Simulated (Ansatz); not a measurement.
Consider the following.

Pb$_{2}$Au:
```cif
data_Au4Pb8
_chemical_formula_sum 'Pb8 Au4'
_space_group_name_H-M_alt 'I4/mcm'
_space_group_IT_number 140
_space_group_name_Hall '-I 4 2c'
_cell_length_a 7.32135
_cell_length_b 7.32135
_cell_length_c 5.67753
_cell_angle_alpha 90.000
_cell_angle_beta 90.000
_cell_angle_gamma 90.000
loop_
_atom_site_label
_atom_site_type_symbol
_atom_site_symmetry_multiplicity
_atom_site_Wyckoff_symbol
_atom_site_fract_x
_atom_site_fract_y
_atom_site_fract_z
_atom_site_occupancy
Pb1 Pb 8 h 0.34040 0.15960 0.00000 1
Au1 Au 4 a 0.00000 0.00000 0.25000 1
```
(The calculation used a cell of 6 atoms; values per cell refer to that cell.)

This is the PBEsol-relaxed structure.

All from PBEsol in the plane-wave PAW code Ansatz, unless another level is named. Give the density of states at the Fermi level.

0.35 states/eV per atom (mean over ±0.08 eV).

And the formation energy from the elements (no fitted shifts)?

-7.2 kJ/mol-atom.

The workflow started from a Materials Project entry (that database holds measured and hypothetical structures alike); the Crystallography Open Database files this formula in space group No. 140, but the cells were not matched. Its standing as an ambient phase is unchecked. The cell was relaxed with PBEsol under the symmetry of its start; of distortions, only those at the zone centre were tested. The references are the lowest solids computed at this level, not always the standard phases. Spin–orbit coupling is left out wherever it is not named.

Potentials: the later of the program's two PAW sets.
